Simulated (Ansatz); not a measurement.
Input and command of a plane-wave DFT calculation in Ansatz:

```yaml
crystal:
  lattice:
    - [3.1801798256, 0.0, 0.0]
    - [0.0, 3.1801798256, 0.0]
    - [0.0, 0.0, 4.1683071285]
  atoms:
    - { symbol: Na, position: [0.5, 0.5, 0.5] }
    - { symbol: Hf, position: [0.0, 0.0, 0.0] }
basis:
  ecutwfc: 420
kpoints:
  mp_grid: { grid: [6, 6, 4] }
hamiltonian:
  xc: pbe
scf:
  occupations: { method: gaussian, width: 0.1 }
  lower_state_search: "off"
output:
  forces: true
  stress: true
  eigenvalues: true
```

```bash
ansatz run input.yaml --threads 1 --pin off --max-ram 2560MiB --backend cpu --events-out ev --progress --plain --runs-dir out
```

Processor: Intel(R) Xeon(R) 6975P-C (Granite Rapids), 1 thread, on a host shared with other jobs.

Q: How long does it run, and how much memory does it take?

A: About 0.82 s on 1 thread of Intel(R) Xeon(R) 6975P-C (Granite Rapids) (shared host), peak memory 0.35 GiB. It solves 22 bands at 30 k points (the mesh reduced by the symmetry that the task leaves, which can be less than the crystal's) with about 821 plane waves, in 6 SCF iterations.
